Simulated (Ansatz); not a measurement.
The relaxed structure here is a generated cell of HfN: the first start was made by placing the elements on the sites of a structure type, and the end was not matched to a known phase here, so it may be hypothetical. Known forms of HfN include space group No. 225.

One stationary structure of HfN. Calculation: PBEsol (plane waves to 420 eV, PAW, scalar-relativistic; Ansatz, a first-principles code).

```xyz
6
Lattice="5.4348 0.0000 0.0000 -2.7174 4.7067 0.0000 0.0000 0.0000 3.1792" Properties=species:S:1:pos:R:3 pbc="T T T"
Hf     2.7174     0.0000     0.0000
Hf     1.3587     2.3533     0.0000
Hf    -1.3587     2.3533     0.0000
N      0.0000     0.0000     0.0000
N      0.0000     3.1378     1.5896
N      2.7174     1.5689     1.5896
```

Task: Find the space group and the Wyckoff positions (tolerance 0.01 Å).

Result: Space group P6/mmm (No. 191); a = 5.435 Å, b = 5.435 Å, c = 3.179 Å, α = 90.00°, β = 90.00°, γ = 120.00°

| atom | site | symmetry | x | y | z |
|---|---|---|---|---|---|
| Hf | 3f | mmm | 0.0000 | 0.5000 | 0.0000 |
| N | 1a | 6/mmm | 0.0000 | 0.0000 | 0.0000 |
| N | 2d | -6m2 | 0.3333 | 0.6667 | 0.5000 |

Task: Give the shortest distances between elements (the closest pairs, up to four, under 3.6 Å).

Result: Hf–N 2.23 Å; Hf–Hf 2.72 Å; N–N 3.14 Å.

| Property | Value |
|---|---|
| Volume per atom | 13.55 Å³ |
| Band gap | no gap (metallic) |

No spin polarisation in the result. The relaxed primitive cell holds an odd number of electrons. A magnetic state may lie lower.

The run could not lower the symmetry of its start; a shaken copy of this end point relaxes with PBEsol to Pmc2₁ (No. 26), 0.63 eV/atom lower.
